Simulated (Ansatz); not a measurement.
InGaSbAs:
```
InGaSbAs
1.0
    4.29870     0.00000     0.00000
    0.00000     4.33479     0.00000
    0.00000     0.00000     6.15667
In As Ga Sb
1 1 1 1
Cartesian
  0.00000   0.00000   6.04964
  0.00000   2.16739   4.51670
  2.14935   2.16739   3.17830
  2.14935   0.00000   1.66533
```

Relaxed with r²SCAN.

Task: Give the Bader charges and basin volumes of the independent atoms, plane-wave PAW r²SCAN (Ansatz code).

Result: 

```csv
atom,Bader charge (e),Bader volume (Å³)
In1,+0.66,25.1
As2,-0.76,32.2
Ga3,+0.58,19.5
Sb4,-0.47,37.9
```

Space group Pmm2. The start of the workflow was typed in or built on a structure type; neither database checked (COD, Materials Project) lists it. Its standing as an ambient phase is unchecked. The cell was relaxed with r²SCAN under the symmetry of its start; its stability against distortions is not shown here. Spin–orbit coupling is left out wherever it is not named.

Potentials: the later of the program's two PAW sets.
